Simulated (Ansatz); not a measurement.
## Trial structures of BiSbTe₂S: starts and ends

Computed with DFT PBE, scalar-relativistic, plane waves, PAW in Ansatz. Settings: cutoff 420 eV, Γ-centred meshes spaced at most about 0.3 Å⁻¹, and about 0.25 Å⁻¹ or finer for metals (2π included), Gaussian smearing. No spin polarisation in the final relaxations.

Each guess was relaxed in cell and atoms at zero pressure, within the symmetry of its start. These are static total energies at zero pressure. Coordination counts S or Te atoms around Bi and Sb (for each partner element, those within 1.25 times its shortest distance or 1.15 times the sum of covalent radii, where it is the nearest in units of that sum or under 1.3; a plus sign parts groups by distance over the sum of covalent radii; the shortest distance is added where it exceeds 1.18 times the sum of covalent radii).

```tsv
guess	made from	start group	V start (Å³/atom)	end group	V end (Å³/atom)	coordination at the end	gap on mesh (eV)	E over the lowest end (meV/atom)
1	CeZnAgP2 type	P3m1	29.6	P3m1	30.6	Bi 3, Sb 3	0.07	0
2	random cell	P-6m2	33.5	P-6m2	42.8	Bi 2, Sb 5	0	353
3	CsPbI2Br type	P4/mmm	35.8	?	?	?	?	?
4	random cell	P4/mmm	37.6	P4/mmm	41.8	Bi 2, Sb 8 from 4.4 Å	0	462
5	CsHgBrCl2 type	P4/mmm	29.9	P4/mmm	32.8	Bi 8 from 3.8 Å, Sb 6	0	286
6	random cell	P-6m2	32.7	P-6m2	31.2	Bi 3+3, Sb 3	0	118
```

Guess 3 as it starts:

```cif
data_structure
_symmetry_space_group_name_H-M 'P4/mmm'
_symmetry_Int_Tables_number 123
_cell_length_a 5.7613
_cell_length_b 5.7613
_cell_length_c 5.3880
_cell_angle_alpha 90.000
_cell_angle_beta 90.000
_cell_angle_gamma 90.000
_cell_volume 178.84
loop_
_atom_site_label
_atom_site_type_symbol
_atom_site_symmetry_multiplicity
_atom_site_Wyckoff_symbol
_atom_site_fract_x
_atom_site_fract_y
_atom_site_fract_z
_atom_site_occupancy
Sb1 Sb 1 d 0.50000 0.50000 0.50000 1
Bi1 Bi 1 a 0.00000 0.00000 0.00000 1
Te1 Te 2 f 0.00000 0.50000 0.00000 1
S1 S 1 b 0.00000 0.00000 0.50000 1
```

Question: Fill in the missing row: what does this guess relax into, and where does it rank?

Answer: It ends in space group P4/mmm (No. 123), with a = 5.942 Å, c = 5.022 Å, 35.5 Å³/atom and no gap. It lies 0.51 eV/atom over the lowest end, above guess 4 and so the highest of the set. Counting S or Te atoms around Bi and Sb, this end has Bi 6, Sb 8 from 3.9 Å and the lowest (guess 1) has Bi 3, Sb 3.

```
CELL_PARAMETERS angstrom
5.94234 0.00000 0.00000
0.00000 5.94234 0.00000
0.00000 0.00000 5.02187
ATOMIC_POSITIONS crystal
Sb 0.50000 0.50000 0.50000
Bi 0.00000 0.00000 0.00000
Te 0.00000 0.50000 0.00000
Te 0.50000 0.00000 0.00000
S 0.00000 0.00000 0.50000
```

Formation energies are uncorrected and refer to the elements' standard structures at the same level.

Question: Is the lowest end bound against the elements?

Answer: No: its formation energy is +0.068 eV/atom. It can't be a ground state, since the elements alone are lower.

Weakly bound directions are ill-defined at this level, which has no dispersion term (P3m1), and this can change margins and order among such cells. Spin–orbit coupling, which can matter for Bi, Sb and Te, is left out. The reference forms of S and Te are held partly by dispersion forces, which this level lacks. Cells relaxed within their symmetry can be saddle points. A lower structure may well exist outside this small set. Some candidate types were left out of the draw beforehand, so a known form may be missing.
